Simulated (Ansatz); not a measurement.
KSrCl3, cubic perovskite, relaxed with r2SCAN in Ansatz. Space group Pm-3m (No. 221), cubic; conventional cell a = 5.636 Å, 35.81 Å³ an atom. K is surrounded by 12 Cl at 3.99 Å; Sr is surrounded by 6 Cl at 2.82 Å; Cl is surrounded by 2 Sr at 2.82 Å and 4 K at 3.99 Å.

The axes x, y and z are those of this cell:
```
CELL_PARAMETERS angstrom
5.63620 0.00000 0.00000
0.00000 5.63620 0.00000
0.00000 0.00000 5.63620
ATOMIC_POSITIONS crystal
K 0.00000 0.00000 0.00000
Sr 0.50000 0.50000 0.50000
Cl 0.50000 0.50000 0.00000
Cl 0.50000 0.00000 0.50000
Cl 0.00000 0.50000 0.50000
```

Unstrained: The PBE gap is indirect, 4.483 eV (R to Γ), below the direct gap of 4.703 eV at Γ. With r2SCAN the valence top lies at R and the conduction bottom at Γ, 5.187 eV higher; the smallest vertical gap, at Γ, is 5.410 eV. The HSE06 gap is indirect, 5.743 eV (R to Γ), below the direct gap of 5.975 eV at Γ. Meshes: PBE 4×4×4, r2SCAN 4×4×4, HSE06 4×4×4. Strains are changes of length per length. After each strain the atoms were relaxed again with r2SCAN within the symmetry that the strain leaves, so tilts or polar shifts that break it weren't tested; points keep the names that they have in the unstrained zone. Spin-unpolarised throughout. Whether this structure exists isn't addressed.

**Question.** One strain changed the r2SCAN stress by xx +2.04, yy +2.04, zz +2.04 GPa (compression positive) and the gap by +0.150 eV (PBE), +0.140 eV (r2SCAN), +0.155 eV (HSE06). Which kind of strain was it, and roughly how large?

**Answer.** Isotropic -2.5 % on every length. The pattern of the stress gives the kind; the size needs the stiffness, so it is an estimate.

**Question.** Estimate what isotropic -0.5 % on every length does to the gap.

**Answer.** PBE: the gap goes from 4.483 to 4.513 eV (+0.030 eV). r2SCAN: the gap goes from 5.187 to 5.214 eV (+0.027 eV). HSE06: the gap goes from 5.743 to 5.774 eV (+0.031 eV). The r2SCAN energy rises by 0.6 meV an atom.

**Question.** Apply epitaxial +1.5 % in the xy plane, free normal strain -0.31 %. How far does the gap move, against the unstrained cell?

**Answer.** PBE: the gap goes from 4.483 to 4.427 eV (-0.056 eV). r2SCAN: the gap goes from 5.187 to 5.134 eV (-0.053 eV). HSE06: the gap goes from 5.743 to 5.685 eV (-0.058 eV). The r2SCAN energy rises by 2.8 meV an atom.

**Question.** Apply epitaxial +3.0 % in the xy plane, free normal strain -0.56 %. How far does the gap move, against the unstrained cell?

**Answer.** PBE: the gap goes from 4.483 to 4.370 eV (-0.113 eV). r2SCAN: the gap goes from 5.187 to 5.082 eV (-0.105 eV). HSE06: the gap goes from 5.743 to 5.628 eV (-0.115 eV). The r2SCAN energy rises by 10.9 meV an atom.

The meshes of the hybrids are coarse, so their gaps aren't converged to the digits shown.
